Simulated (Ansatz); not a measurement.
WO$_{3}$:
```xyz
4
Lattice="3.7833 0.0000 0.0000 0.0000 3.7833 0.0000 0.0000 0.0000 3.7833" Properties=species:S:1:pos:R:3 pbc="T T T"
W      0.0000     0.0000     0.0000
O      0.0000     0.0000     1.8917
O      1.8917     0.0000     0.0000
O      0.0000     1.8917     0.0000
```

Relaxed with HSE06.

Give the Bader charges and basin volumes of the independent atoms, the program Ansatz at the HSE06 level (PAW).



```
atom  Bader charge (e)  Bader volume (Å³)
----  ----------------  -----------------
W1               +3.34                8.4
O2               -1.11               14.5
```

Space group Pm-3m (ReO3 type). The workflow started from a Materials Project entry (that database holds measured and hypothetical structures alike); the Crystallography Open Database copy checked does not list it. COD files the formula under space group No. 2, 14, 62, 129, 130, 191. Whether it is the stable phase at ambient conditions was not checked. The cell was relaxed with HSE06 under the symmetry of its start; whether a distortion lowers the energy is not shown. The run is not spin-polarised. Scalar-relativistic: spin–orbit coupling is off unless named, which matters more the heavier the elements.

Potentials: the earlier of the program's two PAW sets. The files were generated under PBE; for other functionals the program regenerates the frozen cores, and for LDA and PBEsol the local potential too.
